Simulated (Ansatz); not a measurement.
Relaxed-ion elastic tensor of ZrTlCuS₃ in space group Cmcm (No. 63; Pearson symbol oS24) in GPa (Voigt order), plane-wave PAW LDA (Ansatz code); density 6.36 g/cm³, 19.81 Å³ per atom.

```
 128  29.9  23.1   0.0   0.0   0.0
29.9  67.1  26.6   0.0   0.0   0.0
23.1  26.6   163   0.0   0.0   0.0
 0.0   0.0   0.0  12.8   0.0   0.0
 0.0   0.0   0.0   0.0  40.0   0.0
 0.0   0.0   0.0   0.0   0.0  32.1
```

Question: Is the crystal mechanically stable?

Answer: Yes: the smallest eigenvalue of C is 12.8 GPa.

Question: Work out the Voigt, Reuss and Hill averages.

Answer: K_V = 57.4, K_R = 51.0, K_H = 54.2; G_V = 35.5, G_R = 26.8, G_H = 31.1 GPa.

Question: Give Young's modulus, Poisson's ratio, Pugh's ratio and the universal anisotropy index.

Answer: E = 9KG/(3K + G) = 78.4 GPa; ν = 0.26; K/G = 1.74 (near the Pugh limit of 1.75, no verdict); A_U = 5G_V/G_R + K_V/K_R − 6 = 1.76.

Question: Estimate the sound speeds and the Debye temperature.

Answer: v_l = √((K + 4G/3)/ρ) = 3880 m/s, v_t = √(G/ρ) = 2210 m/s, mean 2460 m/s; Θ = (h/k)(3n/4πV)^(1/3) v_m = 271 K.

Question: Solve the Christoffel equation for the three sound speeds along x, y, z.

Answer: Eigenvalues of C_ijkl n_j n_l equal ρv². In km/s, slowest first: x 2.25, 2.51, 4.48; y 1.42, 2.25, 3.25; z 1.42, 2.51, 5.05.

Question: How much does each axis shrink under pressure?

Answer: Linear compressibilities β_i = Σ_j S_ij (j = 1 to 3): x 4.5, y 11, z 3.6 per TPa.

The first step of the workflow began from a Materials Project structure, measured or hypothetical; the Crystallography Open Database copy checked does not list it. Whether it is the stable phase at ambient conditions was not checked. The cell was relaxed with LDA under the symmetry of its start; whether a distortion lowers the energy is not shown. The run is not spin-polarised. A crystal of weakly bound units computed without a dispersion correction: the cell and the soft elastic constants depend strongly on that. Scalar-relativistic: spin–orbit coupling is off unless named, which matters more the heavier the elements.

Potentials: the later of the program's two PAW sets.
